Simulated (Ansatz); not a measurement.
Al$_{3}$GaAs$_{4}$:
```
CELL_PARAMETERS angstrom
      4.01237     0.00000     0.00000
      0.00000     4.01237     0.00000
      0.00000     0.00000    11.32976
ATOMIC_POSITIONS crystal
  Ga 0.00000 0.00000 0.00000
  As 0.50000 0.00000 0.12491
  Al 0.50000 0.50000 0.24966
  As 0.00000 0.50000 0.37480
  Al 0.00000 0.00000 0.50000
  As 0.50000 0.00000 0.62520
  Al 0.50000 0.50000 0.75034
  As 0.00000 0.50000 0.87509
```

Relaxed with PBEsol. Special points in fractions of this cell's reciprocal vectors: Γ (0.000, 0.000, 0.000); X (0.000, 0.500, 0.000); M (0.500, 0.500, 0.000); Z (0.000, 0.000, 0.500); R (0.000, 0.500, 0.500); A (0.500, 0.500, 0.500).

Question: List the band energies nearest the valence-band maximum at these points for plane-wave PAW PBEsol (Ansatz code).

Answer: In eV from the valence-band maximum; about four levels below and three above (degenerate sets whole), none deeper than 8.9 eV; points with the same levels are listed once.

```json
[
 {"k": "Γ", "below": "-1.38 -1.38 -0.01 0.00 0.00", "above": "1.35 1.40 2.11"},
 {"k": "X", "below": "-0.92 -0.91 -0.87 -0.87", "above": "1.48 2.01 3.15"},
 {"k": "M", "below": "-2.30 -2.29 -2.29 -2.28", "above": "1.34 1.34 1.82"},
 {"k": "Z", "below": "-0.63 -0.63 -0.45 -0.45", "above": "1.47 1.73 2.32"},
 {"k": "R", "below": "-0.98 -0.98 -0.93 -0.88", "above": "2.27 2.84 2.84"},
 {"k": "A", "below": "-2.68 -2.68 -2.65 -2.65", "above": "2.29 2.29 2.56 2.56"}
]
```

Space group P-4m2. The start of the workflow was typed in or built on a structure type; neither database checked (COD, Materials Project) lists it. Whether it is the stable phase at ambient conditions was not checked. The PBEsol relaxation kept the symmetry of its start; whether a distortion lowers the energy is not shown. Scalar-relativistic: spin–orbit coupling is off unless named, which matters more the heavier the elements.

Potentials: the earlier of the program's two PAW sets. The files were generated under PBE; for other functionals the program regenerates the frozen cores, and for LDA and PBEsol the local potential too.
